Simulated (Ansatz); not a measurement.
# Relaxing a structure of HgTe

The start is a relaxed HgTe cell, doubled along one cell vector, shaken by Gaussian noise of σ = 0.08 Å a coordinate. The structure is fully relaxed (lattice and positions, P = 0) with r2SCAN (plane waves to 500 eV, PAW, scalar-relativistic; Ansatz, an electronic-structure program). The first steps use a coarse 6×3×6 k-mesh.

Initial structure:
```
HgTe
1.0
    0.00000     3.28640     3.28640
    6.57280     0.00000     6.57280
    3.28640     3.28640     0.00000
Te Hg
2 2
Cartesian
  4.93797   4.96299   4.89229
  8.31790   4.97191   8.22436
  0.09004   0.00923  -0.05826
  3.17233  -0.14477   3.43030
```

```yaml
energy_released: 0.02 eV/atom
relative_to_the_parent: It returns to the parent structure, F-43m (No. 216)
Shortest distances (start → end): "The closest pairs of elements (up to four, under 3.6 Å), start → end: Hg–Te 2.78 → 2.85 Å"
optimiser_moves: 6
```

Final structure:

```cif
data_Hg4Te4
_chemical_formula_sum 'Te4 Hg4'
_space_group_name_H-M_alt 'F-43m'
_space_group_IT_number 216
_space_group_name_Hall 'F -4 2 3'
_cell_length_a 6.57280
_cell_length_b 6.57280
_cell_length_c 6.57280
_cell_angle_alpha 90.000
_cell_angle_beta 90.000
_cell_angle_gamma 90.000
loop_
_atom_site_label
_atom_site_type_symbol
_atom_site_symmetry_multiplicity
_atom_site_Wyckoff_symbol
_atom_site_fract_x
_atom_site_fract_y
_atom_site_fract_z
_atom_site_occupancy
Te1 Te 4 b 0.50000 0.50000 0.50000 1
Hg1 Hg 4 c 0.25000 0.25000 0.25000 1
```
(The calculation used a cell of 2 atoms; values per cell refer to that cell.)

Final values are on a 12×12×12 k-mesh of the relaxed cell. No spin polarisation in the result.
